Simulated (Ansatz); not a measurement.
**Ta: an elastic constant from a strain scan**

These are results of Ansatz, DFT PBEsol, scalar-relativistic, plane waves, PAW, not measurements. The runs took a 420 eV cutoff, a Γ-centred 26×26×26 mesh and Gaussian smearing (0.15 eV). Spin–orbit coupling is left out, which can shift energies with elements as heavy as these. No spin polarisation. Energies are free energies at this smearing, counted from the undisturbed cell; pressure is positive in compression.

Reference structure (relaxed at this level; with this scan's settings it stands at 0.3 GPa):

```
Ta
1.0
    -1.64026    1.64026    1.64026
     1.64026   -1.64026    1.64026
     1.64026    1.64026   -1.64026
Ta
1
Direct
  0.00000 0.00000 0.00000
```

The cell is strained by ε times the Voigt pattern (0, 1, 0, 0, 0, 0) (xx, yy, zz, yz, xz, xy; engineering shear) with fractional coordinates fixed. The cell holds 1 atom in V0 = 17.65 Å³. The stress column is τ = (1/V0) dE/dε, got from the stress tensor σ (compression positive) at each point as −det(1 + εP) σ : P(1 + εP)⁻¹, with P the pattern as a tensor.

| ε | ΔE (meV/atom) | τ (GPa) |
| --- | --- | --- |
| -0.0400 | ? | ? |
| -0.0200 | 7.227 | -6.395 |
| 0.0000 | 0.000 | -0.266 |
| 0.0100 | 1.276 | 2.553 |
| 0.0300 | 12.672 | 7.677 |

Problem. Which combination of elastic constants does this scan measure, and how large is it?

Solution. For small ε, τ = τ0 + Kε with K = pᵀCp, which for this pattern is C11 in the cubic axes. The parabola through τ at ε = -0.0200, 0 and 0.0100 has slope K = 290 GPa at zero. The energies per cell, E = NΔE, of the same two points give K = 2[E(ε₊)/ε₊ − E(ε₋)/ε₋]/[(ε₊ − ε₋)V0] = 296 GPa, in agreement.

Problem. Predict the withheld row at ε = -0.0400 from the harmonic law, and compare.

Solution. ΔE = V0(τ0 ε + Kε²/2)/N = 26.742 meV/atom and τ = -11.87 GPa. The calculation gives 28.581 meV/atom and -13.06 GPa: the energy lies 7 % above the harmonic value, as bonds stiffen under compression.

In a metal these slopes depend on the k mesh and the smearing.

Cost: 5 runs of about 1.2 core-minutes in all, on Intel Xeon Platinum 8259CL (Skylake/Cascade Lake) (shared hosts).